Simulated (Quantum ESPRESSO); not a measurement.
Simulation results for AlSi$_{6}$N (made-up cell), MgAl$_{2}$GeP$_{4}$ (made-up cell)

Calculation on a made-up crystal cell, not a measurement: periodic Kohn-Sham density functional theory in plane waves with PseudoDojo standard norm-conserving scalar-relativistic pseudopotentials, each functional with its own files (v0.5 for PBE, v0.4.1 for LDA and PBEsol), no spin polarisation, no spin-orbit coupling, atoms not relaxed, stress positive in tension, energies less a fixed whole-eV offset for each atom's element; levels are Kohn-Sham levels at fractions of this cell's reciprocal vectors, counted from the reference band (half the neutral cell's valence electrons, rounded up) at Gamma; error bars cover cutoff and k-mesh only, not smearing or the files; added strain carries the atoms with the cell, and shear is the tensor component; each bar is the largest change over components, and at least 0.002 eV, 0.002 eV per angstrom or 0.02 GPa; energies are for the whole cell, and the offsets were chosen from early runs and are not element reference energies. Program: Quantum ESPRESSO 7.5.

Settings shared by all entries: lattice type zincblende/diamond; functional pbe; cutoff 1143 eV; scf tolerance 1e-07 eV; electrons removed 0.

(1) AlSi$_{6}$N (made-up cell)

Unstrained structure:
```
AlSi6N
1.0
      5.4856    -0.0026     0.0440
     -0.0026     5.4145     0.0233
      0.0440     0.0233     5.3534
Si Al Si N
1 1 5 1
Direct
  -0.01591 0.00299 -0.03048
  -0.01905 0.50397 0.48442
  0.47583 -0.00166 0.49785
  0.48899 0.47720 -0.02670
  0.23903 0.25848 0.20513
  0.25060 0.74665 0.73558
  0.73237 0.21786 0.76746
  0.74640 0.72982 0.25531
```

```
fermi dirac smearing     : 0.1 eV
added strain kind        : uniform
added strain             : -0.0127
k mesh                   : 6 x 6 x 6, shifted by half a step
structure shown          : before the added strain of -0.0127
free energy less offsets : 4.61 eV
smearing term minus ts   : -0.05747 eV
scf iterations           : 11
pressure                 : 2.135 GPa
stress xx                : -2.553 GPa
stress yy                : -2.089 GPa
stress zz                : -1.763 GPa
stress yz                : 1.946 GPa
stress xz                : 2.212 GPa
stress xy                : -0.9259 GPa
fermi level              : 0.05433 eV
reference band           : 16
error bar energy         : 0.002 eV
error bar stress         : 0.02065 GPa
error bar force          : 0.005043 eV/Å
error bar next band up   : 0.002 eV
error bar fermi level    : 0.009435 eV
error bars from          : tighter rerun of a related cell
```

Atoms:
```csv
atoms element,atom site,atom energy offset (eV)
Si,1,-115
Al,2,-64
Si,3,-115
Si,4,-115
Si,5,-115
Si,6,-115
Si,7,-115
N,8,-283
```

Forces:
```csv
site,x (eV/Å),y (eV/Å),z (eV/Å)
1,1.265,-3.094,3.055
2,-1.629,0.7293,-1.207
3,1.699,-0.001722,-2.584
4,1.495,3.061,0.9661
5,-0.9139,-1.594,2.196
6,-0.8144,-0.8137,0.7498
7,-0.8619,1.364,-3.045
8,-0.2392,0.3498,-0.1306
```

Levels:
```csv
level k point,next band up (eV)
Gamma,0.1981
"(1/2,1/2,1/2)",0.1991
"(0.15,0,0)",0.02795
"(0,0.15,0)",0.0356
"(0,0,0.15)",-0.03295
```

(2) AlSi$_{6}$N (made-up cell)

Structure as in entry 1.

```
fermi dirac smearing     : 0.1 eV
added strain kind        : uniform
added strain             : -0.0079
k mesh                   : 6 x 6 x 6, shifted by half a step
structure shown          : before the added strain of -0.0079
free energy less offsets : 4.589 eV
smearing term minus ts   : -0.05749 eV
scf iterations           : 11
pressure                 : 0.8455 GPa
stress xx                : -1.181 GPa
stress yy                : -0.8029 GPa
stress zz                : -0.5528 GPa
stress yz                : 1.769 GPa
stress xz                : 2.203 GPa
stress xy                : -0.9912 GPa
fermi level              : 0.05378 eV
reference band           : 16
error bar energy         : 0.002 eV
error bar stress         : 0.02065 GPa
error bar force          : 0.005043 eV/Å
error bar next band up   : 0.002 eV
error bar fermi level    : 0.009435 eV
error bars from          : tighter rerun of a related cell
```

Atoms:
```csv
atoms element,atom site,atom energy offset (eV)
Si,1,-115
Al,2,-64
Si,3,-115
Si,4,-115
Si,5,-115
Si,6,-115
Si,7,-115
N,8,-283
```

Forces:
```csv
site,x (eV/Å),y (eV/Å),z (eV/Å)
1,1.24,-2.966,2.944
2,-1.57,0.7116,-1.183
3,1.638,-0.0128,-2.466
4,1.417,2.922,0.9338
5,-0.8878,-1.532,2.127
6,-0.7929,-0.7793,0.7064
7,-0.83,1.331,-2.954
8,-0.2139,0.3265,-0.1076
```

Levels:
```csv
level k point,next band up (eV)
Gamma,0.1953
"(1/2,1/2,1/2)",0.1898
"(0.15,0,0)",0.03026
"(0,0.15,0)",0.03842
"(0,0,0.15)",-0.03147
```

(3) AlSi$_{6}$N (made-up cell)

Structure as in entry 1.

```
fermi dirac smearing     : 0.1 eV
added strain kind        : uniform
added strain             : -0.0058
k mesh                   : 6 x 6 x 6, shifted by half a step
structure shown          : before the added strain of -0.0058
free energy less offsets : 4.586 eV
smearing term minus ts   : -0.0575 eV
scf iterations           : 11
pressure                 : 0.3082 GPa
stress xx                : -0.6107 GPa
stress yy                : -0.2664 GPa
stress zz                : -0.04742 GPa
stress yz                : 1.699 GPa
stress xz                : 2.194 GPa
stress xy                : -1.015 GPa
fermi level              : 0.05355 eV
reference band           : 16
error bar energy         : 0.002 eV
error bar stress         : 0.02065 GPa
error bar force          : 0.005043 eV/Å
error bar next band up   : 0.002 eV
error bar fermi level    : 0.009435 eV
error bars from          : tighter rerun of this cell
```

Atoms:
```csv
atoms element,atom site,atom energy offset (eV)
Si,1,-115
Al,2,-64
Si,3,-115
Si,4,-115
Si,5,-115
Si,6,-115
Si,7,-115
N,8,-283
```

Forces:
```csv
site,x (eV/Å),y (eV/Å),z (eV/Å)
1,1.233,-2.915,2.897
2,-1.545,0.7047,-1.172
3,1.613,-0.01602,-2.415
4,1.383,2.862,0.9208
5,-0.8751,-1.506,2.097
6,-0.786,-0.765,0.6892
7,-0.8199,1.319,-2.918
8,-0.2032,0.3164,-0.09824
```

Levels:
```csv
level k point,next band up (eV)
Gamma,0.194
"(1/2,1/2,1/2)",0.1857
"(0.15,0,0)",0.03135
"(0,0.15,0)",0.03966
"(0,0,0.15)",-0.0307
```

(4) AlSi$_{6}$N (made-up cell)

Structure as in entry 1.

```
fermi dirac smearing     : 0.1 eV
added strain kind        : uniform
added strain             : 0.0163
k mesh                   : 6 x 6 x 6, shifted by half a step
structure shown          : before the added strain of 0.0163
free energy less offsets : 4.734 eV
smearing term minus ts   : -0.05829 eV
scf iterations           : 11
pressure                 : -4.483 GPa
stress xx                : 4.482 GPa
stress yy                : 4.516 GPa
stress zz                : 4.449 GPa
stress yz                : 1.03 GPa
stress xz                : 2.102 GPa
stress xy                : -1.232 GPa
fermi level              : 0.04937 eV
reference band           : 16
error bar energy         : 0.002 eV
error bar stress         : 0.02065 GPa
error bar force          : 0.005043 eV/Å
error bar next band up   : 0.002 eV
error bar fermi level    : 0.009435 eV
error bars from          : tighter rerun of a related cell
```

Atoms:
```csv
atoms element,atom site,atom energy offset (eV)
Si,1,-115
Al,2,-64
Si,3,-115
Si,4,-115
Si,5,-115
Si,6,-115
Si,7,-115
N,8,-283
```

Forces:
```csv
site,x (eV/Å),y (eV/Å),z (eV/Å)
1,1.136,-2.401,2.442
2,-1.302,0.6323,-1.07
3,1.362,-0.0631,-1.929
4,1.069,2.283,0.7919
5,-0.7632,-1.245,1.804
6,-0.7009,-0.6209,0.5078
7,-0.6999,1.194,-2.541
8,-0.1014,0.2196,-0.006098
```

Levels:
```csv
level k point,next band up (eV)
Gamma,0.1798
"(1/2,1/2,1/2)",0.1475
"(0.15,0,0)",0.04365
"(0,0.15,0)",0.05506
"(0,0,0.15)",-0.01939
```

(5) AlSi$_{6}$N (made-up cell)

Structure as in entry 1.

```
fermi dirac smearing     : 0.1 eV
added strain kind        : uniform
added strain             : 0.0202
k mesh                   : 6 x 6 x 6, shifted by half a step
structure shown          : before the added strain of 0.0202
free energy less offsets : 4.792 eV
smearing term minus ts   : -0.05857 eV
scf iterations           : 11
pressure                 : -5.179 GPa
stress xx                : 5.223 GPa
stress yy                : 5.211 GPa
stress zz                : 5.102 GPa
stress yz                : 0.9298 GPa
stress xz                : 2.085 GPa
stress xy                : -1.264 GPa
fermi level              : 0.04848 eV
reference band           : 16
error bar energy         : 0.002 eV
error bar stress         : 0.02065 GPa
error bar force          : 0.005043 eV/Å
error bar next band up   : 0.002 eV
error bar fermi level    : 0.009435 eV
error bars from          : tighter rerun of a related cell
```

Atoms:
```csv
atoms element,atom site,atom energy offset (eV)
Si,1,-115
Al,2,-64
Si,3,-115
Si,4,-115
Si,5,-115
Si,6,-115
Si,7,-115
N,8,-283
```

Forces:
```csv
site,x (eV/Å),y (eV/Å),z (eV/Å)
1,1.117,-2.318,2.369
2,-1.263,0.6203,-1.053
3,1.323,-0.0698,-1.852
4,1.021,2.191,0.7711
5,-0.7464,-1.204,1.757
6,-0.688,-0.5975,0.4793
7,-0.679,1.173,-2.479
8,-0.08468,0.2042,0.008015
```

Levels:
```csv
level k point,next band up (eV)
Gamma,0.1772
"(1/2,1/2,1/2)",0.1417
"(0.15,0,0)",0.04621
"(0,0.15,0)",0.05816
"(0,0,0.15)",-0.01663
```

(6) MgAl$_{2}$GeP$_{4}$ (made-up cell)

Unstrained structure:
```
MgAl2GeP4
1.0
      5.4654     0.0000     0.0000
      0.0000     5.4654     0.0000
      0.0000     0.0000     5.4654
Al Ge Mg Al P
1 1 1 1 4
Direct
  0.00084 0.01147 -0.00161
  0.00673 0.50055 0.49318
  0.49347 0.00604 0.48831
  0.50165 0.50150 -0.00183
  0.25158 0.24952 0.25619
  0.25683 0.75436 0.74855
  0.74450 0.25411 0.75607
  0.74858 0.75451 0.25621
```

```
fermi dirac smearing     : 0.025 eV
added strain kind        : biaxial xx and yy
added strain             : -0.0229
k mesh                   : 4 x 4 x 4, shifted by half a step
structure shown          : before the added strain of -0.0229
free energy less offsets : 1.704 eV
smearing term minus ts   : 0 eV
scf iterations           : 10
pressure                 : 9.942 GPa
stress xx                : -10.48 GPa
stress yy                : -10.78 GPa
stress zz                : -8.557 GPa
stress yz                : 0.1918 GPa
stress xz                : -0.4672 GPa
stress xy                : 2.831 GPa
error bar energy         : 0.006682 eV
error bar stress         : 0.02 GPa
error bar force          : 0.002 eV/Å
error bars from          : tighter rerun of a related cell
```

Atoms:
```csv
atoms element,atom site,atom energy offset (eV)
Al,1,-64
Ge,2,-2430
Mg,3,-1617
Al,4,-64
P,5,-189
P,6,-189
P,7,-189
P,8,-189
```

Forces:
```csv
site,x (eV/Å),y (eV/Å),z (eV/Å)
1,-0.08747,-0.6584,0.07531
2,-0.5505,0.3253,0.8286
3,0.7535,-0.2666,1.119
4,-0.1413,0.3574,0.4746
5,-0.8175,1.142,-1.571
6,-0.8816,-0.4919,0.5894
7,0.786,0.2618,-0.4066
8,0.9388,-0.67,-1.109
```

(7) MgAl$_{2}$GeP$_{4}$ (made-up cell)

Structure as in entry 6.

```
fermi dirac smearing     : 0.025 eV
added strain kind        : biaxial xx and yy
added strain             : -0.0175
k mesh                   : 4 x 4 x 4, shifted by half a step
structure shown          : before the added strain of -0.0175
free energy less offsets : 1.596 eV
smearing term minus ts   : 0 eV
scf iterations           : 10
pressure                 : 8.744 GPa
stress xx                : -9.182 GPa
stress yy                : -9.48 GPa
stress zz                : -7.57 GPa
stress yz                : 0.1914 GPa
stress xz                : -0.4476 GPa
stress xy                : 2.692 GPa
error bar energy         : 0.006682 eV
error bar stress         : 0.02 GPa
error bar force          : 0.002 eV/Å
error bars from          : tighter rerun of a related cell
```

Atoms:
```csv
atoms element,atom site,atom energy offset (eV)
Al,1,-64
Ge,2,-2430
Mg,3,-1617
Al,4,-64
P,5,-189
P,6,-189
P,7,-189
P,8,-189
```

Forces:
```csv
site,x (eV/Å),y (eV/Å),z (eV/Å)
1,-0.09153,-0.6451,0.07336
2,-0.5402,0.3238,0.805
3,0.7392,-0.2667,1.086
4,-0.1327,0.3505,0.4576
5,-0.819,1.137,-1.535
6,-0.8783,-0.4981,0.5807
7,0.7875,0.2696,-0.3822
8,0.9351,-0.6705,-1.085
```

(8) MgAl$_{2}$GeP$_{4}$ (made-up cell)

Structure as in entry 6.

```
fermi dirac smearing     : 0.025 eV
added strain kind        : biaxial xx and yy
added strain             : -0.0039
k mesh                   : 4 x 4 x 4, shifted by half a step
structure shown          : before the added strain of -0.0039
free energy less offsets : 1.383 eV
smearing term minus ts   : 0 eV
scf iterations           : 10
pressure                 : 5.966 GPa
stress xx                : -6.147 GPa
stress yy                : -6.435 GPa
stress zz                : -5.315 GPa
stress yz                : 0.1925 GPa
stress xz                : -0.3947 GPa
stress xy                : 2.367 GPa
error bar energy         : 0.006682 eV
error bar stress         : 0.02 GPa
error bar force          : 0.002 eV/Å
error bars from          : tighter rerun of a related cell
```

Atoms:
```csv
atoms element,atom site,atom energy offset (eV)
Al,1,-64
Ge,2,-2430
Mg,3,-1617
Al,4,-64
P,5,-189
P,6,-189
P,7,-189
P,8,-189
```

Forces:
```csv
site,x (eV/Å),y (eV/Å),z (eV/Å)
1,-0.09925,-0.6111,0.06993
2,-0.5132,0.3189,0.7503
3,0.702,-0.2615,1.006
4,-0.1117,0.3341,0.4175
5,-0.8208,1.119,-1.447
6,-0.8703,-0.5149,0.56
7,0.7889,0.2877,-0.3253
8,0.9243,-0.6725,-1.031
```

(9) MgAl$_{2}$GeP$_{4}$ (made-up cell)

Structure as in entry 6.

```
fermi dirac smearing     : 0.025 eV
added strain kind        : biaxial xx and yy
added strain             : 0.0024
k mesh                   : 4 x 4 x 4, shifted by half a step
structure shown          : before the added strain of 0.0024
free energy less offsets : 1.31 eV
smearing term minus ts   : 0 eV
scf iterations           : 10
pressure                 : 4.784 GPa
stress xx                : -4.848 GPa
stress yy                : -5.131 GPa
stress zz                : -4.372 GPa
stress yz                : 0.1955 GPa
stress xz                : -0.3724 GPa
stress xy                : 2.227 GPa
error bar energy         : 0.006682 eV
error bar stress         : 0.02 GPa
error bar force          : 0.002 eV/Å
error bars from          : tighter rerun of this cell
```

Atoms:
```csv
atoms element,atom site,atom energy offset (eV)
Al,1,-64
Ge,2,-2430
Mg,3,-1617
Al,4,-64
P,5,-189
P,6,-189
P,7,-189
P,8,-189
```

Forces:
```csv
site,x (eV/Å),y (eV/Å),z (eV/Å)
1,-0.1009,-0.5953,0.06916
2,-0.4997,0.3153,0.7265
3,0.6858,-0.2588,0.9717
4,-0.1023,0.326,0.3999
5,-0.8213,1.111,-1.409
6,-0.8664,-0.5216,0.5505
7,0.7872,0.2962,-0.3011
8,0.9176,-0.6725,-1.008
```

(10) MgAl$_{2}$GeP$_{4}$ (made-up cell)

Structure as in entry 6.

```
fermi dirac smearing     : 0.025 eV
added strain kind        : biaxial xx and yy
added strain             : 0.0052
k mesh                   : 4 x 4 x 4, shifted by half a step
structure shown          : before the added strain of 0.0052
free energy less offsets : 1.283 eV
smearing term minus ts   : 0 eV
scf iterations           : 10
pressure                 : 4.278 GPa
stress xx                : -4.291 GPa
stress yy                : -4.572 GPa
stress zz                : -3.971 GPa
stress yz                : 0.197 GPa
stress xz                : -0.3629 GPa
stress xy                : 2.167 GPa
error bar energy         : 0.006682 eV
error bar stress         : 0.02 GPa
error bar force          : 0.002 eV/Å
error bars from          : tighter rerun of a related cell
```

Atoms:
```csv
atoms element,atom site,atom energy offset (eV)
Al,1,-64
Ge,2,-2430
Mg,3,-1617
Al,4,-64
P,5,-189
P,6,-189
P,7,-189
P,8,-189
```

Forces:
```csv
site,x (eV/Å),y (eV/Å),z (eV/Å)
1,-0.102,-0.5877,0.06883
2,-0.4941,0.314,0.7163
3,0.6796,-0.2587,0.9571
4,-0.09834,0.3226,0.3924
5,-0.8219,1.107,-1.393
6,-0.8639,-0.5242,0.546
7,0.7866,0.2988,-0.2906
8,0.914,-0.6717,-0.9972
```
